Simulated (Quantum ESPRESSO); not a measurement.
# Planted mistakes on one cell of Ga3GeO5N

The results below are calculated, not measured. They come from pw.x of Quantum ESPRESSO 7.5, a plane-wave density functional program, with PseudoDojo standard norm-conserving files (v0.5 for PBE, v0.4.1 for LDA and PBEsol). The cells are made up: elements, strain and atom displacements were drawn at random, and nothing was relaxed. There is no spin polarisation, spin-orbit coupling or dispersion term.

The cell has 10 sites of a corundum lattice. Sites 1 to 4 hold Ga Ga Ga Ge; sites 5 to 10 hold O O O O O N. Cell vectors in Å: (2.582, 1.491, 4.637); (-2.582, 1.491, 4.637); (0.000, -2.982, 4.637). Settings: PBE, cutoff 1143 eV, 5 x 5 x 5 k mesh shifted by half a step, Fermi-Dirac smearing of 0.025 eV.

The intended run has a self-consistency threshold of 1e-07 eV, a smearing term of 0.000 eV, a pressure of -7.50 GPa and 13 iterations. Each further run changes one thing: atoms of sites 2 and 4 exchanged; cutoff 695 eV; k mesh 2 x 2 x 2; one electron removed; smearing 0.59 eV; threshold 0.8 eV. A coarse mesh keeps the shift, and a charged cell sits in a uniform background.

```
run,change of free energy (eV),smearing term -TS (eV),change of P (GPa),largest change of a force component (eV/Å),iterations
A,0.029,0.000,4.09,0.354,4
B,0.040,0.000,0.04,0.072,13
C,22.102,0.000,-225.14,0.155,13
D,-9.419,-0.018,-23.80,1.349,14
E,-0.312,-1.067,2.59,0.309,13
F,-0.073,0.000,-0.22,1.355,13
```

A rerun of the intended cell at 1437 eV and k mesh 7 x 7 x 7 moved values by no more than 0.004 eV in the cell's energy, 0.04 GPa in stress and 0.002 eV/Å in force.

Question: which change belongs to which run?

## Worked reading

Run A has the fewest iterations, as a run stopped early does. Run E has the largest smearing term, as wide smearing gives. Run C has a higher energy and the largest fall in pressure, as too small a basis gives. Energies from files of another functional, or of a charged cell, have another zero and say nothing on stability; the pressure of a charged cell rests on the program's zero of potential too.

## Key

| run | change |
| --- | --- |
| A | threshold 0.8 eV |
| B | k mesh 2 x 2 x 2 |
| C | cutoff 695 eV |
| D | one electron removed |
| E | smearing 0.59 eV |
| F | atoms of sites 2 and 4 exchanged |